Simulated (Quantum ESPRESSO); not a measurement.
## Calculated data, YHf₃TaInGa₂ (simulated cell)

Calculation on a made-up metal alloy cell, not a measurement: no spin or spin-orbit, unrelaxed, 2900 K smearing, stress positive in tension, cell energy less fitted offsets; periodic Kohn-Sham density functional theory in plane waves with PseudoDojo standard norm-conserving scalar-relativistic pseudopotentials, each functional with its own files (v0.5 for PBE, v0.4.1 for LDA and PBEsol), eight atoms on drawn sites of a strained close-packed or body-centred lattice, each displaced and held fixed; the energy is the cell's free energy, ions and the entropy term -TS included, at the stated Fermi-Dirac width, less a fixed offset for each atom's element (shifted free energy); compositions with an open d shell lost a parallel starting moment in a cheaper test run, and other magnetic orders were not tried; an error bar is the largest change of its kind in a tighter rerun, never given below 0.002 eV, 0.02 GPa or 0.003 eV/angstrom, and covers cutoff and k-mesh only, not smearing or the files. Program: Quantum ESPRESSO 7.5.

Settings shared by all entries: lattice type hexagonal close-packed; functional pbe; cutoff 1088 eV; fermi dirac smearing 0.25 eV; electrons removed 0; k mesh 5 x 5 x 4 shifted half a step off Gamma on each axis.

Notes on all entries: heavy elements are run without spin-orbit coupling, which real alloys of them have; a spin test at this wide smearing found no moment, but such smearing suppresses magnetism that the real alloy may have; lattice, volume and sites are drawn at random and may be unstable or far from any real phase; energies are for the whole cell, less offsets fitted to these runs, so they are not formation energies.

(1) YHf₃TaInGa₂ (simulated cell)

```xyz
8
Lattice="4.7364 -2.7293 0.0468 -3.2106 -0.0060 -5.1497 3.2026 5.5365 0.0116" Properties=species:S:1:pos:R:3 YHf3TaInGa2
Ga     0.1166     0.0178    -0.0243
Hf     1.5009     2.7895    -0.0468
Ga    -0.0740     1.7416    -2.5203
Y      1.4610     4.6541    -2.6284
Ta     3.2051     0.0266     0.1589
Hf     4.6916     2.7715     0.0186
Hf     1.7542    -1.0223    -2.6302
In     3.0326     1.9239    -2.4873
```

```
entropy term negative ts : -1.567 eV
pressure                 : -4.21 GPa
stress xx                : 4.24 GPa
stress yy                : 4.45 GPa
stress zz                : 3.92 GPa
stress yz                : 0.85 GPa
stress xz                : 1.93 GPa
stress xy                : 3.27 GPa
shifted free energy      : 0.036 eV
```

Atoms:
```
atoms element  atom site  atom energy offset (eV)
           Ga          1                 -2081.03
           Hf          2                 -1535.13
           Ga          3                 -2081.03
            Y          4                 -1110.52
           Ta          5                 -1771.44
           Hf          6                 -1535.13
           Hf          7                 -1535.13
           In          8                 -1808.02
```

Forces:
```
site  x (eV/Å)  y (eV/Å)  z (eV/Å)
   1    -0.267    -0.006    -0.329
   2     0.336    -0.473     0.718
   3     0.141     0.116    -0.183
   4     0.746    -0.824      0.78
   5     0.388     0.073    -0.801
   6      0.17      0.08     0.065
   7    -1.621     1.616    -0.064
   8     0.107    -0.582    -0.186
```

Notes: error bars: energy 0.002 eV, stress 0.02 GPa, force 0.0034 eV/Å, from a tighter rerun of a related cell, whose elements or sites may differ.

(2) YHf₃TaInGa₂ (simulated cell)

```xyz
8
Lattice="4.7364 -2.7293 0.0468 -3.2106 -0.0060 -5.1497 3.2026 5.5365 0.0116" Properties=species:S:1:pos:R:3 YHf3TaInGa2
Ga     0.1166     0.0178    -0.0243
Hf     1.5009     2.7895    -0.0468
Ga    -0.0740     1.7416    -2.5203
Y      1.4610     4.6541    -2.6284
Ta     3.2051     0.0266     0.1589
Hf     4.7297     2.7715     0.0186
Hf     1.7542    -1.0223    -2.6302
In     3.0326     1.9239    -2.4873
```

```
entropy term negative ts : -1.564 eV
pressure                 : -4.23 GPa
stress xx                : 4.37 GPa
stress yy                : 4.41 GPa
stress zz                : 3.89 GPa
stress yz                : 0.88 GPa
stress xz                : 1.99 GPa
stress xy                : 3.38 GPa
shifted free energy      : 0.033 eV
```

Atoms:
```
atoms element  atom site  atom energy offset (eV)
           Ga          1                 -2081.03
           Hf          2                 -1535.13
           Ga          3                 -2081.03
            Y          4                 -1110.52
           Ta          5                 -1771.44
           Hf          6                 -1535.13
           Hf          7                 -1535.13
           In          8                 -1808.02
```

Forces:
```
site  x (eV/Å)  y (eV/Å)  z (eV/Å)
   1    -0.262    -0.012    -0.336
   2     0.411    -0.498     0.701
   3     0.148     0.116    -0.182
   4     0.762    -0.842     0.729
   5     0.411     0.079    -0.802
   6     0.029     0.126     0.099
   7    -1.626     1.612    -0.069
   8     0.127    -0.582    -0.139
```

Notes: error bars: energy 0.002 eV, stress 0.02 GPa, force 0.0034 eV/Å, from a tighter rerun of this cell.

(3) YHf₃TaInGa₂ (simulated cell)

```xyz
8
Lattice="4.7364 -2.7293 0.0468 -3.2106 -0.0060 -5.1497 3.2026 5.5365 0.0116" Properties=species:S:1:pos:R:3 YHf3TaInGa2
Ga     0.1166     0.0178    -0.0243
Hf     1.5009     2.7895    -0.0468
Ga    -0.0740     1.7416    -2.5203
Y      1.4610     4.6541    -2.6284
Ta     3.2051     0.0266     0.1589
Hf     4.7774     2.7715     0.0186
Hf     1.7542    -1.0223    -2.6302
In     3.0326     1.9239    -2.4873
```

```
entropy term negative ts : -1.56 eV
pressure                 : -4.23 GPa
stress xx                : 4.5 GPa
stress yy                : 4.34 GPa
stress zz                : 3.84 GPa
stress yz                : 0.92 GPa
stress xz                : 2.06 GPa
stress xy                : 3.51 GPa
shifted free energy      : 0.035 eV
```

Atoms:
```
atoms element  atom site  atom energy offset (eV)
           Ga          1                 -2081.03
           Hf          2                 -1535.13
           Ga          3                 -2081.03
            Y          4                 -1110.52
           Ta          5                 -1771.44
           Hf          6                 -1535.13
           Hf          7                 -1535.13
           In          8                 -1808.02
```

Forces:
```
site  x (eV/Å)  y (eV/Å)  z (eV/Å)
   1    -0.251    -0.018    -0.346
   2     0.496    -0.529      0.68
   3     0.155     0.116    -0.181
   4     0.783    -0.868     0.661
   5      0.44     0.085    -0.803
   6     -0.14      0.19     0.145
   7    -1.633     1.608    -0.075
   8     0.151    -0.584    -0.081
```

Notes: error bars: energy 0.002 eV, stress 0.02 GPa, force 0.0034 eV/Å, from a tighter rerun of a related cell, whose elements or sites may differ.
